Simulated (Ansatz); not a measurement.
Here is the system:

Bi2Te3:
```xyz
5
Lattice="2.2003 1.2704 10.5327 -2.2003 1.2704 10.5327 0.0000 -2.5407 10.5327" Properties=species:S:1:pos:R:3 pbc="T T T"
Bi     0.0000     0.0000    12.5761
Bi     0.0000     0.0000    19.0221
Te     0.0000     0.0000     0.0000
Te     0.0000     0.0000     6.7797
Te     0.0000     0.0000    24.8185
```

This is the r²SCAN+D4-relaxed structure. x, y and z are the axes in which the lattice vectors are written.

**Question.** All from DFT-r²SCAN+D4 in the program Ansatz with PAW potentials, unless another level is named. Estimate the Poisson's ratio.

**Answer.** 0.24.

**Question.** Next, the elastic constants (relaxed ions, GPa)?

**Answer.** C11 = 68.1, C12 = 18.1, C13 = 16.7, C14 = -9.1, C33 = 28.9, C44 = 17.5.

Space group R-3m. Symmetry was held in the r²SCAN+D4 relaxation. Scalar-relativistic: spin–orbit coupling is off unless named, which matters more the heavier the elements.

Potentials: the later of the program's two PAW sets.
